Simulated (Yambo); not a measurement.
Yambo run on Cs₂NaYF₆ (space group Fm-3m, No. 225). The wavefunctions are PBEsol (Quantum ESPRESSO, PseudoDojo norm-conserving, 88 Ry, without SOC) ones on a 2×2×2 mesh (40 occupied bands); a = 6.506 Å, b = 6.506 Å, c = 6.506 Å, α = 60.00°, β = 60.00°, γ = 60.00°.

Yambo input:

```
rim_cut
gw0
dyson
el_el_corr
HF_and_locXC
cohsex
em1s
RandQpts= 1000000
RandGvec= 1 Ry
EXXRLvcs= 88 Ry
VXCRLvcs= 352 Ry
Chimod= "HARTREE"
% BndsRnXs
 2 | 286 |
%
NGsBlkXs= 7 Ry
% LongDrXs
 1.0 | 1.0 | 1.0 |
%
ExtendOut
% QPkrange
 1 | 1 | 40 | 41 |
%
```

k points by index: 1 = Γ.

Table of the .qp output:

```
#    K-point    Band    Eo [eV]    E [eV]    E-Eo [eV]    Vxc [eV]    Vnlxc [eV]    Sc|Eo [eV]    Re(Z)    Im(Z)
#
    1    40    0.000000    -4.061259    -4.061259    -21.97460    -29.74398    3.708119    1.000000    0.000000
    1    41    6.725678    7.139893    0.414215    -8.620966    -4.303505    -3.903246    1.000000    0.000000
```
(The two width columns are left out.) Convergence of these settings isn't established.

Geometry of the Materials Project entry, not relaxed at this level.
